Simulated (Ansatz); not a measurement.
Relaxed SiC (zinc blende):

```yaml
crystal:
  lattice:
    - [0.00000, 4.37973, 4.37973]
    - [2.18986, 0.00000, 2.18986]
    - [2.18986, 2.18986, 0.00000]
  atoms:
    - { symbol: C, position: [0.37500, 0.75000, 0.75000] }
    - { symbol: C, position: [0.87500, 0.75000, 0.75000] }
    - { symbol: Si, position: [0.00000, 0.00000, 0.00000] }
    - { symbol: Si, position: [0.50000, 0.00000, 0.00000] }
```

A phonon eigenvector at L = (0.5, 0.0, 0.0) is frozen into this cell: atom i moves by Q times the vector below, so Q is the largest atomic displacement, in Å. The cell is held. It is one choice among 2 degenerate patterns. (q is in reciprocal vectors of the primitive cell; the cell shown is doubled to hold the pattern.)

```csv
atom,x,y,z
C1,0.285,-0.520,0.805
C2,-0.285,0.520,-0.805
Si3,0.109,-0.198,0.307
Si4,-0.109,0.198,-0.307
```

All values below come from PBE (plane waves to 420 eV, PAW, scalar-relativistic; Ansatz, a first-principles code). k mesh 13×13×13 (Γ-centred), Fermi-Dirac smearing 0.05 eV. Energies are smeared free energies. SiC was relaxed with its symmetry unable to fall. The PAW data are Ansatz's earlier set. The zero of ΔE is the undisplaced structure.

| Q (Å) | ΔE (meV/cell) |
|---|---|
| -0.180 | 1105 |
| -0.120 | 483 |
| -0.060 | 119 |
| 0.000 | 0 |
| 0.060 | 119 |
| 0.120 | 483 |
| 0.180 | 1105 |

Task: Which DFPT wavenumber at L = (0.5, 0.0, 0.0) belongs to this mode?
A) 259 cm⁻¹
B) 748 cm⁻¹
C) 601 cm⁻¹

Result: B, 748 cm⁻¹. The curvature of the scan gives 748 cm⁻¹

(For displaced atoms, the force is minus the slope of the energy, and its curvature is a force constant, which sets phonon frequencies.)
